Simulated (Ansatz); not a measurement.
CdI2 (CdI2 type)

```
CELL_PARAMETERS angstrom
      4.24228     0.00000     0.00000
     -2.12114     3.67393     0.00000
      0.00000     0.00000     6.82527
ATOMIC_POSITIONS crystal
  Cd 0.00000 0.00000 0.00000
  I  0.33333 0.66667 0.25350
  I  0.66667 0.33333 0.74650
```

Two coordinates are scanned: the volume, and the ratio of the stretch along z (the conventional c axis) to the stretch across it. Atoms keep their fractional coordinates.

Method: PBE-D3(BJ) (plane waves to 420 eV, PAW, scalar-relativistic; Ansatz, a first-principles code). k mesh 9×9×5 (Γ-centred), Fermi-Dirac smearing 0.05 eV. Compression counts positive. As the atoms are clamped, bonds stretch with the cell, which overstates energies and stresses. CdI2 was relaxed with its symmetry unable to fall. Spin-orbit coupling is left out, though I is heavy. The PAW data are Ansatz's earlier set.

At one point of the scan the stress tensor (GPa) is:

```
   1.55     0.00     0.00
   0.00     1.55     0.00
   0.00     0.00     1.51
```

Question: Which point is it?
A) V/V₀ = 0.960, (c/a)/(c/a)₀ = 1.000
B) V/V₀ = 0.920, (c/a)/(c/a)₀ = 1.040
C) V/V₀ = 0.960, (c/a)/(c/a)₀ = 1.080
D) V/V₀ = 0.920, (c/a)/(c/a)₀ = 1.000

Answer: A, V/V₀ = 0.960, (c/a)/(c/a)₀ = 1.000

(Under strain, the slope of the energy per volume gives the stress and its curvature an elastic modulus.)
